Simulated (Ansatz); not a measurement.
MoS2 — 95Mo NMR of the central transition

Cell: an entry of the Crystallography Open Database (COD), its atoms then relaxed with PBE in this cell.

```cif
data_MoS2
_symmetry_space_group_name_H-M 'P6_3/mmc'
_symmetry_Int_Tables_number 194
_cell_length_a 3.1690
_cell_length_b 3.1690
_cell_length_c 12.3240
_cell_angle_alpha 90.000
_cell_angle_beta 90.000
_cell_angle_gamma 120.000
loop_
_atom_site_label
_atom_site_type_symbol
_atom_site_symmetry_multiplicity
_atom_site_Wyckoff_symbol
_atom_site_fract_x
_atom_site_fract_y
_atom_site_fract_z
Mo Mo 2 c 0.3333 0.6667 0.2500
S S 4 f 0.3333 0.6667 0.6233
```

One atom of each set is listed.

Method: Kohn–Sham DFT in Ansatz, PBE, plane waves and PAW, scalar-relativistic, collinear spin, 420 eV cutoff, Γ-centred 11×11×3 k-points, Fermi–Dirac smearing 0.02 eV. Start moments as typed (μB): 2 on each Mo, none on the rest.

95Mo has I = 5/2 and Q = -22.00 mb (Pyykkö 2018); at 9.4 T its Larmor frequency is ν₀ = 26.2 MHz (from the bare nuclear moment; shielding lowers the observed one by a per cent or two). Only the quadrupole interaction is simulated: positions count from each site's isotropic chemical shift, and J coupling is left out, as are shift anisotropy and dipolar coupling, which fast spinning averages.

(1) What does the 95Mo spectrum (fast magic-angle spinning) show for each site?

## Answers

(1) 

```tsv
site	first shell	C_Q (MHz)	η	P_Q (MHz)	δ_QIS (ppm)	breadth (kHz)
Mo	6 S at 2.41 Å	4.05	0.00	4.05	-144	8.06
```

δ_QIS = −(ν_Q²/30ν₀²)[I(I+1) − 3/4](1 + η²/3) × 10⁶ ppm with ν_Q = 3|C_Q|/[2I(2I−1)]; it falls as 1/B₀² in ppm, and the breadth as 1/B₀ in kHz.

An axis of threefold or higher order runs through Mo, so V_zz lies along it and η is zero.

Without spin–orbit coupling (the program notes it for Mo) the gradients can shift somewhat, as the gap is small. The start moments die out, and the run ends without spin.
